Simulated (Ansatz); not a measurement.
TiC:
Space group P6₃/mmc (No. 194); a = b = 3.6049 Å, c = 4.2851 Å, α = β = 90.00°, γ = 120.00°

```tsv
atom	site	symmetry	x	y	z
Ti	2c	-6m2	0.3333	0.6667	0.2500
C	2d	-6m2	0.6667	0.3333	0.2500
```

Relaxed at zero pressure with the program Ansatz at the r²SCAN level (PAW).

The volume is lowered by 3 % and shape and atoms relax at that volume. What pressure results, and how do the axes share the change?

6.6 GPa; a -1.1 %, b -1.1 %, c -0.8 %; the energy rises by 7 meV/atom.

Give the new structure.


Space group P6₃/mmc (No. 194); a = b = 3.5641 Å, c = 4.2521 Å, α = β = 90.00°, γ = 120.00°

```tsv
atom	site	symmetry	x	y	z
Ti	2c	-6m2	0.3333	0.6667	0.2500
C	2d	-6m2	0.6667	0.3333	0.2500
```

The phase is kept; no other phase was compared at this pressure.

Space group P6_3/mmc. The start of the workflow was typed in or built on a structure type; neither database checked (COD, Materials Project) lists it. It is not the phase usual at ambient conditions (space group No. 225). The cell was relaxed with r²SCAN under the symmetry of its start; whether a distortion lowers the energy is not shown. The run is not spin-polarised. The volume moved by -16 % from the start of the relaxation.

Potentials: the later of the program's two PAW sets.
